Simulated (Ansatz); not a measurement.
BeTe:
```xyz
2
Lattice="3.7329 0.0000 0.0000 -1.8665 3.2328 0.0000 0.0000 0.0000 3.3392" Properties=species:S:1:pos:R:3 pbc="T T T"
Be     0.0000     0.0000     0.0000
Te     1.8665     1.0776     1.6696
```

Relaxed with PBE. Special points in fractions of this cell's reciprocal vectors: Γ (0.000, 0.000, 0.000); M (0.500, 0.000, 0.000); K (0.333, 0.333, 0.000); A (0.000, 0.000, 0.500); L (0.500, 0.000, 0.500); H (0.333, 0.333, 0.500).

Task: List the band energies nearest the Fermi level at these points for PBE in the plane-wave PAW code Ansatz.

Result: In eV from the Fermi level; about four levels below and three above (degenerate sets whole), none deeper than 8.9 eV; points with the same levels are listed once.

| k | below | above |
|---|---|---|
| Γ | -0.87 -0.87 -0.83 | 1.74 3.74 3.74 |
| M | -6.78 -2.69 | 1.10 1.38 4.57 |
| K | -6.14 -5.26 | 1.54 4.18 4.85 |
| A | -7.25 | 1.00 1.00 3.76 3.76 |
| L | -5.58 -4.97 -1.60 -0.43 | 2.31 3.62 4.85 |
| H | -4.52 -2.93 -1.08 -0.28 | 7.61 8.23 10.78 |

Space group P-6m2. A made-up cell: these elements were put on the sites of a structure type; neither database checked (COD, Materials Project) lists it. COD files the formula under space group No. 216, so this cell is another polymorph or a model. Whether it is the stable phase at ambient conditions was not checked. Symmetry was held in the PBE relaxation; its stability against distortions is not shown here. Scalar-relativistic: spin–orbit coupling is off unless named, which matters more the heavier the elements.

Potentials: the later of the program's two PAW sets.
